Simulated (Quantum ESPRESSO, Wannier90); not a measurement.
Wannierisation of Zn2SeS (R3m)

```
begin unit_cell_cart
ang
   -1.9537499426    3.3839941658    0.0000000000
   -3.9074998851    0.0000000000    0.0000000000
   -1.9537499426    1.1279980553    6.3836530000
end unit_cell_cart
begin atoms_frac
Zn  -0.0037370000 -0.0037370000  0.0112110000
Zn  -0.4963700000 -0.4963700000  0.4891100000
Se   0.3754800000  0.3754800000 -0.1264400000
S   -0.1253470000 -0.1253470000  0.3760410000
end atoms_frac
```

Cell from Materials Project (mp-1215446), symmetrised, no further relaxation. Not found in the COD (Crystallography Open Database) copy used; not checked further. Computed values, not measurements, from PBEsol: Quantum ESPRESSO (norm-conserving PseudoDojo potentials, cutoff 69 Ry, spinors with spin-orbit coupling) on a Γ-centred 4×4×4 mesh, then Wannier90. Density: 10×10×10 mesh, cold smearing 0.01 Ry.

A tight-binding model is made by disentanglement and projection with no localisation steps (num_iter = 0), so the 32 orbitals stay atom-like: hydrogen-like Zn: s;p; Se: s;p; S: s;p, axes along x, y, z; frozen window up to 2.76 eV relative to the valence-band maximum. It follows pw.x to 20 meV rms for states up to 2.3 eV relative to the valence-band maximum. Matrix elements depend on this choice of orbitals and windows. Bands 31–50 (Zn 3d 93 %) lie between the kept ones and are excluded.

### Question
What are the on-site energies relative to the valence-band maximum, and how fast do the hoppings decay?

### Answer
| atom | orbitals | energy (eV) |
|---|---|---|
| Zn1 | s↑ s↓ | 0.56 |
| Zn1 | pz↑ pz↓ px↑ px↓ py↑ py↓ | 5.64 |
| Zn2 | s↑ s↓ | 0.49 |
| Zn2 | pz↑ pz↓ | 5.66 |
| Zn2 | px↑ px↓ py↑ py↓ | 5.68 |
| Se3 | s↑ s↓ | -10.51 |
| Se3 | pz↑ pz↓ | 0.67 |
| Se3 | px↑ px↓ py↑ py↓ | 0.52 |
| S4 | s↑ s↓ | -10.59 |
| S4 | pz↑ pz↓ | -0.18 |
| S4 | px↑ px↓ py↑ py↓ | -0.14 |

```
distance of the centres (Å)  largest modulus (eV)
---------------------------  --------------------
2–3                                           3.0
3–4                                          0.77
4–5                                          0.26
5–6                                          0.12
```
